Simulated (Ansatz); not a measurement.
This guess for GaPtC₄N₄ is about to be relaxed.

```cif
data_structure
_symmetry_space_group_name_H-M 'P-43m'
_symmetry_Int_Tables_number 215
_cell_length_a 5.8584
_cell_length_b 5.8584
_cell_length_c 5.8584
_cell_angle_alpha 90.000
_cell_angle_beta 90.000
_cell_angle_gamma 90.000
_cell_volume 201.06
loop_
_atom_site_label
_atom_site_type_symbol
_atom_site_symmetry_multiplicity
_atom_site_Wyckoff_symbol
_atom_site_fract_x
_atom_site_fract_y
_atom_site_fract_z
_atom_site_occupancy
Ga1 Ga 1 a 0.00000 0.00000 0.00000 1
Pt1 Pt 1 b 0.50000 0.50000 0.50000 1
C1 C 4 e 0.18685 0.18685 0.18685 1
N1 N 4 e 0.30216 0.30216 0.30216 1
```

Level of theory: Ansatz 0.2.0, DFT PBE, scalar-relativistic, plane waves, PAW. Cutoff 420 eV, Gaussian smearing, Γ-centred meshes. Cell and atoms relax first on a coarse mesh and then on a finer one. In between, the cell is made exact in the group found at 0.06 Å. In metals the finer mesh still leaves noise of several meV/atom or more. The steps can't lower the symmetry of their start. Collinear spin is switched on along the way, since trial moments persisted in a coarse test.

A guess keeps its type if space group and coordination stay and the shape of the cell changes little (axis ratios within about 15 %, angles within 6°); the volume may change.

Question: Will the relaxed cell still be of the starting type?

Answer: It keeps its type. The symmetry stays P-43m (No. 215). The volume per atom grows by 8.4 %, from 20.1 to 21.8 Å³. The shortest distance stays 1.17 Å (C–N). Counting neighbours within 15 % of an atom's shortest distance, the start has C 1, Ga 4, N 1, Pt 4 and the end C 1, Ga 4, N 1, Pt 4.

The last run used collinear spin, a 6×6×6 mesh for its 10-atom cell and Gaussian smearing of 0.10 eV. These runs have no spin–orbit coupling, which can matter for Pt. Another magnetic order may lie lower. Symmetry constrained the relaxation, so the result can be a saddle point.
